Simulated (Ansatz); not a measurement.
## Equation of state of TlPd$_{3}$ from a dense series

```xyz
4
Lattice="-2.0730 2.0730 3.7485 2.0730 -2.0730 3.7485 2.0730 2.0730 -3.7485" Properties=species:S:1:pos:R:3 pbc="T T T"
Tl    0.0000    0.0000    0.0000
Pd    0.0000    2.0730    1.8742
Pd    2.0730    0.0000    1.8742
Pd    0.0000    0.0000    3.7485
```

Atoms are numbered in the order listed.

The cell is COD entry 1522856, as deposited and not checked against the literature; nothing was relaxed.

Spin polarisation is left out, and whether a magnetic state lies lower isn't shown here.

No spin–orbit coupling, which matters for the heavy atoms here.

Computed with DFT, PBEsol, all-electron LAPW, scalar-relativistic in Ansatz 0.2.0.

The runs use a Γ-centred 12×12×12 k mesh, Fermi–Dirac smearing of 0.08 eV, basis error target 1 meV/atom, no spin polarisation.

The cell is scaled evenly. Fractional coordinates are held (clamped ions).

```tsv
V (Å³/atom)	P (GPa)
15.142	12.01
15.464	7.46
15.786	3.45
15.947	1.64
16.109	-0.07
16.270	-1.66
16.431	-3.16
16.753	-5.86
```

(1) Fit a third-order Birch–Murnaghan curve to the pressures.

(2) Predict the pressure at the withheld volume, 17.075 Å³/atom.

Results:

(1) P = (3B0/2)(y^(7/2) − y^(5/2))[1 + (3/4)(B0′ − 4)(y − 1)] with y = (V0/V)^(2/3) fits within 0.01 GPa for V0 = 16.102 Å³/atom, B0 = 165.0 GPa and B0′ = 5.50.

(2) There y = 0.9616, so the fit gives -8.24 GPa; the run gave -8.23 GPa.
